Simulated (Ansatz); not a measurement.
input.yaml (Ansatz 0.2.0):

```yaml
crystal:
  lattice:
    - [0.0, 3.6401581048, 3.6401581048]
    - [3.6401581048, 0.0, 3.6401581048]
    - [3.6401581048, 3.6401581048, 0.0]
  atoms:
    - { symbol: Eu, position: [0.0, 0.0, 0.0], spin: 7.17 }
    - { symbol: Bi, position: [0.25, 0.25, 0.25] }
basis:
  ecutwfc: 420
  ecutrho_ratio: 4
kpoints:
  mp_grid: { grid: [8, 8, 8] }
hamiltonian:
  xc: pbesol
scf:
  occupations: { method: gaussian, width: 0.05 }
output:
  forces: true
  stress: true
  eigenvalues: true
  populations: true
magnetization:
  spin_polarized: true
```

Launched as:
```sh
ansatz run input.yaml --threads 4 --pin off --max-ram 8192MiB --backend cpu --events-out ev --progress --plain --runs-dir out
```

This is a trial structure: such lanthanide and actinide compounds mostly take the rock-salt structure.

Q: What will the run give?

A: Pressure -0.1 GPa, gap on the mesh zero (metallic), site spin moments Eu 6.57; Bi -0.33 μB (PBEsol, scalar-relativistic).

Q: About how long does the run take on 4 threads of Arm Neoverse V1, with other jobs on the host, and how much memory does it need?

A: About 7.1 s, with a peak of 0.47 GiB.

What the program printed, in part:

```
Eu: projections on atomic orbitals take those of the free atom [Kr 4d10] 4f7 5s2 5p6 5d0 6s2, of charge +0.00 (hamiltonian.pseudopotentials.projection_atoms); the dataset's partial waves leave at most 1.0e-3 of an orbital's norm unspanned inside its sphere
Pseudopotentials: kind: paw
Pseudopotential: Eu, paw, valence charge 17, recommended cutoff 420 eV (normal), Eu.paw.azcp
Pseudopotential: Bi, paw, valence charge 15, recommended cutoff 420 eV (normal), Bi.paw.azcp
Crystal: 2 atoms, lattice volume = 96.470 Å³
Basis set: ecut = 420 eV, 1917 PW (Γ), exchange–correlation on 72×72×72 points (8 copies of the dense FFT grid, shifted against one another)
Bands: 24, of which v1, the nominal top of the filled ones, is band 16 counted from 1 (15 counted from 0)
Symmetry: 24 space group operations
Space group: F-43m (ITA 216), of the structure as read, at distance tolerance 4.6e-5 Å
Magnetic group: BNS 216.74 (UNI 1576), of the structure as read, at distance tolerance 4.6e-5 Å
k-points: 29 of 512 (time reversal used)
Initial density: superposition of atomic densities (chi_scale 0.1, normalization cell)
Starting moments: Σ|m| = 7.17 μB on 1 of 2 sites
Initial wavefunctions: pseudopotential atomic-orbital guess
Functional: x = pbesol(κ = 0.804, μ = 0.12346), c = pbesol(β = 0.046)
iter 1 solved again at ethr=2.73e-3 eV; its pass at ethr=3.10e-3 eV (dr2=8.75e-1 eV) is discarded
```

SCF trace (energy estimate counted from the last row):
| iteration | ΔE (eV) | density residual (eV) | M (μB) |
| --- | --- | --- | --- |
| 1 | 0.465 | 8.75e-1 | 6.418 |
| 2 | 0.337 | 5.47e-1 | 6.332 |
| 3 | 0.148 | 1.77e-1 | 6.192 |
| 4 | 0.057 | 5.30e-2 | 6.011 |
| 5 | 0.023 | 3.11e-2 | 6.004 |
| 6 | 2.5e-03 | 6.62e-3 | 6.001 |
| 7 | 2.6e-03 | 2.04e-3 | 6.000 |
| 8 | 2.0e-03 | 4.04e-4 | 6.000 |
| 9 | 1.5e-03 | 8.15e-5 | 6.000 |
| 10 | 5.0e-06 | 8.62e-6 | 6.000 |
| 11 | 1.0e-06 | 6.65e-7 | 6.000 |
| 12 | 0.000 | 1.91e-7 | 6.000 |
| 13 | 0.000 | 2.35e-8 | 6.000 |
| 14 | 0.000 | 5.97e-9 | 6.000 |
| 15 | 0.000 | 5.66e-9 | 6.000 |

```
SCF 1 converged in 15 iterations: F = -20906.690090 eV  dr2 = 5.66e-9
SCF converged after 15 iterations
Magnetization: 6.0003 μB (19.0002 up, 12.9998 down)
Absolute magnetization: 7.2297 μB (∫|ρ↑−ρ↓|, with the PAW one-centre terms)
Per-site moments (μB) at R_I (Å): [(6.57406, 1.30039), (-0.32506, 1.30039)]
Free energy (F): -20906.690090 eV
E sigma→0 (E₀):  -20906.687303 eV
Entropy (-TS):   -0.005574 eV (-2.787 meV/atom)
Fermi energy:    5.678476 eV
--- Forces (eV/Å), atoms counted from 1 ---
  atom   1  Eu     0.00000000     0.00000000     0.00000000
  atom   2  Bi     0.00000000     0.00000000     0.00000000
--- Stress (GPa, compression-positive) ---
       -0.125293       0.000000       0.000000
        0.000000      -0.125293       0.000000
        0.000000       0.000000      -0.125293
  P = ⅓ Tr σ = -0.1253 GPa (-1.253 kbar)
--- Band table (eV; the first three rows and the last of 58) ---
  k-point 0 ↑: bands = ["-35.5275", "-15.5041", "-15.5041", "-15.5041", "-15.4178", "-15.4178", "-14.1365", "-14.1365", "-14.1365", "-3.8053", "5.0370", "5.0370", "5.0370", "5.2853", "5.3614", "5.3614", "5.3614", "5.5577", "5.5577", "5.5577", "7.3862", "8.6985", "8.6985", "11.8594"]
  k-point 1 ↑: bands = ["-35.5273", "-15.5020", "-15.5020", "-15.4959", "-15.4179", "-15.4179", "-14.1522", "-14.1395", "-14.1395", "-3.7589", "4.8352", "5.0534", "5.0534", "5.2945", "5.3547", "5.3547", "5.3616", "5.4353", "5.5886", "5.5886", "7.9343", "8.6274", "8.6274", "11.2633"]
  k-point 2 ↑: bands = ["-35.5272", "-15.4970", "-15.4970", "-15.4755", "-15.4180", "-15.4180", "-14.1908", "-14.1467", "-14.1467", "-3.6455", "4.4515", "5.0903", "5.0903", "5.3104", "5.3452", "5.3452", "5.3588", "5.3620", "5.6484", "5.6484", "8.5739", "8.5739", "8.8993", "10.0358"]
  k-point 28 ↓: bands = ["-32.5756", "-15.5266", "-15.5254", "-15.5101", "-15.4900", "-15.4882", "-12.1151", "-12.0473", "-12.0432", "-3.6209", "4.4775", "4.6393", "5.5427", "7.6780", "9.0903", "9.6251", "9.6772", "9.8753", "9.9028", "9.9149", "9.9302", "9.9597", "9.9619", "10.3655"]
--- Löwdin populations: 2 sites ---
  site symbol       q [e]    m [muB]
     0     Eu     16.6568     6.6476
     1     Bi     15.3033    -0.6559
```

Without a U the 4f levels of Eu lie too near the Fermi level, so their share of the states there, and what hangs on it, is overstated. Scalar-relativistic only: spin–orbit splittings of the heavy atoms' levels are missing. Site moments are of spin, integrated over atomic spheres. For an f⁶ shell, the formal count of Eu here, Hund's rules give L = S = 3 and J = 0, a non-magnetic ion. Spin-polarised DFT, with or without U, favours a large spin moment instead, a known failure, so moments and magnetic energies here aren't predictions. No antiparallel order was tried.
